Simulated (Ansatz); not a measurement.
## BiTe: comparing deformations

Level of theory: DFT PBE, scalar-relativistic, plane waves, PAW (Ansatz). Settings: plane waves to 420 eV, k-mesh 12×12×12 (Γ-centred), Gaussian smearing 0.15 eV. Spin–orbit coupling is left out, which can shift energies with elements as heavy as these. No spin polarisation. Energies are free energies at this smearing, counted from the undisturbed cell; pressure is positive in compression.

Zero of the scan (as given, not relaxed at this level; it stands at 0.0 GPa, and it needn't be the usual structure):

```
CELL_PARAMETERS angstrom
2.42271 1.39875 3.31729
-2.42271 1.39875 3.31729
0.00000 -2.79750 3.31729
ATOMIC_POSITIONS crystal
Bi 0.50000 0.50000 0.50000
Te 0.00000 0.00000 0.00000
```

The cell is strained by ε times a Voigt pattern (xx, yy, zz, yz, xz, xy; engineering shear) with fractional coordinates fixed. τ = (1/V0) dE/dε comes from the stress tensor. Of each scan, only the three points used here are listed.

| pattern | ε | τ (GPa) |
| --- | --- | --- |
| (0, 0, 1, 0, 0, 0) | -0.0150 | -0.639 |
| (0, 0, 1, 0, 0, 0) | 0.0000 | 0.011 |
| (0, 0, 1, 0, 0, 0) | 0.0150 | 0.591 |
| (0, 0, 0, 0, 1, 0) | -0.0125 | -0.332 |
| (0, 0, 0, 0, 1, 0) | 0.0000 | 0.000 |
| (0, 0, 0, 0, 1, 0) | 0.0125 | 0.332 |

Task: Which constants do the scans give, and which deformation costs least for the same size of strain tensor?

Result: The slope dτ/dε at zero (parabola through three points) is pᵀCp: (0, 0, 1, 0, 0, 0) gives C33 = 41 GPa; (0, 0, 0, 0, 1, 0) gives C55 = 26.6 GPa. The size of the strain tensor, ε:ε, is ε² times 1.0, 0.5. Per unit of it the stiffnesses are 41, 53.2 GPa, so (0, 0, 1, 0, 0, 0) is the softest of these: at ε:ε = (1 %)² the quadratic term costs 0.43 meV/atom against 0.56 for the stiffest.

In a metal these slopes depend on the k mesh and the smearing.